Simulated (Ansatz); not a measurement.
Rb2P2Pd:
```
CELL_PARAMETERS angstrom
      3.30015    -7.26475     0.00000
      3.30015     7.26475     0.00000
      0.00000     0.00000     6.04097
ATOMIC_POSITIONS crystal
  Rb 0.78827 0.21173 0.25000
  Rb 0.21173 0.78827 0.75000
  Rb 0.41983 0.58017 0.25000
  Rb 0.58017 0.41983 0.75000
  P  0.94163 0.73010 0.25000
  P  0.05837 0.26990 0.75000
  P  0.73010 0.94163 0.75000
  P  0.26990 0.05837 0.25000
  Pd 0.00000 0.00000 0.00000
  Pd 0.00000 0.00000 0.50000
```

Relaxed with r²SCAN.

**Question.** Give the Bader charges and basin volumes of the independent atoms, plane-wave PAW r²SCAN (Ansatz code).

**Answer.** 

```
atom  Bader charge (e)  Bader volume (Å³)
----  ----------------  -----------------
Rb1              +0.76               29.2
Rb3              +0.78               29.8
P5               -0.66               32.0
Pd9              -0.22               21.8
```

Space group Cmcm. The first step of the workflow began from a Materials Project structure, measured or hypothetical; the Crystallography Open Database copy checked does not list it. Its standing as an ambient phase is unchecked. The r²SCAN relaxation kept the symmetry of its start; its stability against distortions is not shown here. No spin polarisation was allowed.

Potentials: the later of the program's two PAW sets.
